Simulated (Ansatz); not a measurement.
Lu3InN (anti-perovskite)

```
Lu3InN
1.0
    4.61819     0.00000     0.00000
    0.00000     4.61819     0.00000
    0.00000     0.00000     4.61819
Lu In N
3 1 1
Direct
  0.50000   0.50000   0.00000
  0.00000   0.50000   0.50000
  0.50000   0.00000   0.50000
  0.00000   0.00000   0.00000
  0.50000   0.50000   0.50000
```

E(V) scan at fixed shape, V₀ the volume above. Symmetry pins the atoms to their sites.

Level of theory: PBEsol (plane waves to 420 eV, PAW, scalar-relativistic; Ansatz, a program for electronic structure). k mesh 10×10×10 (Γ-centred), Fermi-Dirac smearing 0.05 eV. Energies are smeared free energies. Lu3InN is run without spin polarisation. Lu3InN was relaxed with its symmetry unable to fall. The zero of ΔE is the relaxed starting cell. The last digit holds for this mesh only.

```
V (Å³/atom)  ΔE (meV/atom)
-----------  -------------
16.547               221.8
17.073               146.0
17.598                88.7
18.123                47.4
18.648                20.1
19.174                 4.8
19.699                 0.0
20.224                 4.4
20.750                16.7
21.275                35.9
21.800                61.2
22.326                91.7
22.851               126.7
```

### Question
What is the fitted pressure derivative B₀′?

### Answer
4.2.

### Question
What bulk modulus B₀ follows from a third-order Birch-Murnaghan fit?

### Answer
104 GPa. Check by three points about V = 19.699 Å³/atom, step 1.051: d²E/dV² ≈ (20 − 2·0 + 17) meV / 1.051² = 0.0335 eV/Å⁶, and V·d²E/dV² × 160.2 = 106 GPa.

(Under strain, the slope of the energy per volume gives the stress and its curvature an elastic modulus.)
